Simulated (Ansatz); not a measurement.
LiCl:
```
LiCl
1.0
    3.79880     0.00000     0.00000
   -1.89940     3.28986     0.00000
    0.00000     0.00000     6.04132
Li Cl
2 2
Direct
  0.66667   0.33333   0.87878
  0.33333   0.66667   0.37878
  0.66667   0.33333   0.49622
  0.33333   0.66667   0.99622
```

Relaxed with LDA. Special points in fractions of this cell's reciprocal vectors: Γ (0.000, 0.000, 0.000); M (0.500, 0.000, 0.000); K (0.333, 0.333, 0.000); A (0.000, 0.000, 0.500); L (0.500, 0.000, 0.500); H (0.333, 0.333, 0.500).

Question: List the band energies nearest the valence-band maximum at these points for the program Ansatz at the LDA level (PAW).

Answer: In eV from the valence-band maximum; about four levels below and three above (degenerate sets whole), none deeper than 8.9 eV; points with the same levels are listed once.

| k | below | above |
|---|---|---|
| Γ | -0.52 -0.52 -0.12 -0.12 0.00 | 5.86 8.08 9.61 9.61 |
| M | -1.41 -1.16 -0.74 -0.44 | 7.52 7.62 9.02 |
| K | -1.48 -1.48 -1.21 -0.99 -0.99 | 7.26 9.25 9.95 9.95 |
| A | -0.32 -0.32 -0.32 -0.32 | 7.22 7.22 9.84 9.84 9.84 9.84 |
| L | -0.82 -0.82 -0.72 -0.72 | 7.02 7.02 9.66 9.66 |
| H | -1.77 -1.77 -0.51 -0.51 | 8.43 8.43 8.63 8.63 |

Space group P6_3mc (wurtzite). The workflow started from a Materials Project entry (that database holds measured and hypothetical structures alike); the Crystallography Open Database copy checked does not list it. It is not the phase usual at ambient conditions (space group No. 225). The LDA relaxation kept the symmetry of its start; phonons on a q-mesh show no instability.

Potentials: the later of the program's two PAW sets.
